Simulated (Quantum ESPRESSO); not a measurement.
## Band energies of InP

```xyz
2
Lattice="0.0000 2.9406 2.9406 2.9406 0.0000 2.9406 2.9406 2.9406 0.0000" Properties=species:S:1:pos:R:3 pbc="T T T"
P      4.4108     4.4108     4.4108
In     0.0000     0.0000     0.0000
```

PBEsol (pw.x of Quantum ESPRESSO, ONCV potentials, no spin-orbit coupling); path ΓXWKΓLUWLK,UX; energies in eV from the valence-band maximum.

| k (1/Å) | point | band 5 | band 6 | band 7 | band 8 | band 9 | band 10 | band 11 | band 12 |
|---|---|---|---|---|---|---|---|---|---|
| 0.00 | Γ | -14.04 | -11.48 | 0.00 | 0.00 | 0.00 | 0.56 | 4.02 | 4.02 |
| 0.32 |  | -14.03 | -11.14 | -1.95 | -0.69 | -0.69 | 2.38 | 3.16 | 5.02 |
| 0.75 |  | -14.01 | -9.86 | -4.68 | -1.97 | -1.97 | 1.88 | 2.66 | 7.71 |
| 1.07 | X | -14.01 | -9.12 | -5.77 | -2.31 | -2.31 | 1.65 | 2.16 | 9.05 |
| 1.60 | W | -14.03 | -9.04 | -5.62 | -2.96 | -2.92 | 4.20 | 4.30 | 5.45 |
| 1.98 | K | -14.02 | -9.13 | -5.62 | -3.31 | -1.93 | 2.25 | 4.30 | 7.41 |
| 2.39 |  | -14.04 | -10.01 | -4.64 | -2.70 | -0.94 | 2.91 | 4.96 | 5.27 |
| 2.80 |  | -14.04 | -11.16 | -2.08 | -0.76 | -0.15 | 1.98 | 3.97 | 4.30 |
| 3.11 | Γ | -14.04 | -11.48 | 0.00 | 0.00 | 0.00 | 0.56 | 4.02 | 4.02 |
| 3.52 |  | -14.04 | -10.94 | -3.06 | -0.47 | -0.47 | 1.71 | 4.65 | 4.65 |
| 3.83 |  | -14.03 | -10.08 | -5.18 | -0.88 | -0.88 | 1.45 | 4.77 | 4.77 |
| 4.04 | L | -14.03 | -9.77 | -5.74 | -0.97 | -0.97 | 1.37 | 4.73 | 4.73 |
| 4.26 |  | -14.03 | -9.65 | -5.66 | -1.87 | -1.17 | 2.22 | 4.36 | 5.19 |
| 4.58 |  | -14.03 | -9.22 | -5.56 | -3.30 | -1.79 | 2.40 | 4.72 | 6.88 |
| 4.69 | U | -14.02 | -9.13 | -5.62 | -3.31 | -1.93 | 2.25 | 4.30 | 7.41 |
| 4.98 |  | -14.03 | -9.06 | -5.62 | -3.10 | -2.70 | 3.75 | 4.34 | 5.71 |
| 5.07 | W | -14.03 | -9.04 | -5.62 | -2.96 | -2.92 | 4.20 | 4.30 | 5.45 |
| 5.35 |  | -14.03 | -9.31 | -5.53 | -3.04 | -1.96 | 3.46 | 4.13 | 5.69 |
| 5.64 |  | -14.03 | -9.68 | -5.68 | -1.69 | -1.14 | 2.09 | 4.39 | 5.09 |
| 5.83 | L | -14.03 | -9.77 | -5.74 | -0.97 | -0.97 | 1.37 | 4.73 | 4.73 |
| 5.99 |  | -14.03 | -9.70 | -5.70 | -1.55 | -1.09 | 1.94 | 4.46 | 4.99 |
| 6.24 |  | -14.03 | -9.41 | -5.55 | -2.91 | -1.54 | 2.59 | 4.65 | 6.16 |
| 6.48 | K | -14.02 | -9.13 | -5.62 | -3.31 | -1.93 | 2.25 | 4.30 | 7.41 |
| 6.48 | U | -14.02 | -9.13 | -5.62 | -3.31 | -1.93 | 2.25 | 4.30 | 7.41 |
| 6.86 | X | -14.01 | -9.12 | -5.77 | -2.31 | -2.31 | 1.65 | 2.16 | 9.05 |

The PBEsol gap is direct, 0.56 eV at Γ.

Spin-orbit splittings are left out.

Geometry relaxed with PBEsol.
